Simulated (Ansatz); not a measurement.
Input and command of a plane-wave DFT calculation in Ansatz:

```yaml
crystal:
  lattice:
    - [5.687204963, 0.0, 0.0]
    - [-2.8436024815, 4.9252639745, 0.0]
    - [0.0, 0.0, 4.5885403678]
  atoms:
    - { symbol: Ca, position: [0.5, 0.0, 0.0] }
    - { symbol: Ca, position: [0.5, 0.5, 0.0] }
    - { symbol: Ca, position: [0.0, 0.5, 0.0] }
    - { symbol: Ta, position: [0.0, 0.0, 0.0] }
    - { symbol: Ta, position: [0.3333333333, 0.6666666667, 0.5] }
    - { symbol: Ta, position: [0.6666666667, 0.3333333333, 0.5] }
basis:
  ecutwfc: 420
kpoints:
  mp_grid: { grid: [6, 6, 4] }
hamiltonian:
  xc: pbe
scf:
  occupations: { method: gaussian, width: 0.1 }
  lower_state_search: "off"
output:
  forces: true
  stress: true
  eigenvalues: true
```

```bash
ansatz run input.yaml --threads 1 --pin off --max-ram 2560MiB --backend cpu --events-out ev --progress --plain --runs-dir out
```

Processor: Intel(R) Xeon(R) Platinum 8259CL CPU @ 2.50GHz (Skylake/Cascade Lake), 1 thread, on a host shared with other jobs.

Q: Estimate time, memory and problem size.

A: About 7.3 s on 1 thread of Intel(R) Xeon(R) Platinum 8259CL CPU @ 2.50GHz (Skylake/Cascade Lake), with other jobs on the host, peak memory 0.47 GiB. It solves 42 bands at 21 k points (the mesh reduced by the symmetry that the task leaves, which can be less than the crystal's) with about 2535 plane waves, in 8 SCF iterations.
